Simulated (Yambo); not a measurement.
Yambo run on YVO4 (space group I4_1/amd, No. 141). The wavefunctions are norm-conserving PBEsol (Quantum ESPRESSO, 84 Ry, scalar-relativistic) ones on a 2×2×2 mesh (48 occupied bands); a = b = c = 5.9468 Å, α = β = 106.28°, γ = 116.07°.

Yambo input:

```
rim_cut
gw0
dyson
el_el_corr
HF_and_locXC
ppa
em1d
RandQpts= 1000000
RandGvec= 1 Ry
EXXRLvcs= 84 Ry
VXCRLvcs= 336 Ry
Chimod= "HARTREE"
% BndsRnXp
 3 | 128 |
%
NGsBlkXp= 7 Ry
% LongDrXp
 1.0 | 1.0 | 1.0 |
%
PPAPntXp= 27.2114 eV
% GbndRnge
 1 | 250 |
%
GTermKind= "BG"
DysSolver= "n"
ExtendOut
% QPkrange
 1 | 1 | 48 | 49 |
%
```

k points by index: 1 = Γ.

Table of the .qp output:

```
#    K-point    Band    Eo [eV]    E [eV]    E-Eo [eV]    Vxc [eV]    Vnlxc [eV]    Sc|Eo [eV]    Sc|E [eV]    dSc/dw|Eo [eV]    Re(Z)    Im(Z)
#
    1    48    0.000000    -0.490254    -0.490254    -19.47357    -24.56994    4.456058    4.606122    -8.326777    0.765692    -0.001499
    1    49    2.888638    4.576957    1.688320    -20.13181    -13.14995    -4.833216    -5.293543    -7.418655    0.785772    -0.001389
```
(The two width columns are left out.) Convergence of these settings isn't established.

Geometry of the Materials Project entry, not relaxed at this level.

The runs are not spin-polarised; magnetic order was not tried.
